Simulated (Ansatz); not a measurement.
Relaxed-ion elastic tensor of MoW (rock salt, Fm-3m) in GPa (Voigt order), plane-wave PAW r²SCAN (Ansatz code); density 13.13 g/cm³, 17.69 Å³ per atom.

```
      1     2     3     4     5     6
-  ----  ----  ----  ----  ----  ----
1   492  70.4  70.4   0.0   0.0   0.0
2  70.4   492  70.4   0.0   0.0   0.0
3  70.4  70.4   492   0.0   0.0   0.0
4   0.0   0.0   0.0  -103   0.0   0.0
5   0.0   0.0   0.0   0.0  -103   0.0
6   0.0   0.0   0.0   0.0   0.0  -103
```

Task: Is the crystal mechanically stable?

Result: No: the smallest eigenvalue of C is -103 GPa.

The start of the workflow was typed in or built on a structure type; neither database checked (COD, Materials Project) lists it. Its standing as an ambient phase is unchecked. Symmetry was held in the r²SCAN relaxation. At this level the phase is mechanically unstable. The run is not spin-polarised. Its formation energy is positive at this level, so the cell may be metastable or incomplete. As this level gives no gap, shear constants depend on the k-mesh and smearing (Fermi–Dirac, 0.1 eV here). Spin–orbit coupling is left out wherever it is not named.

Potentials: the later of the program's two PAW sets.
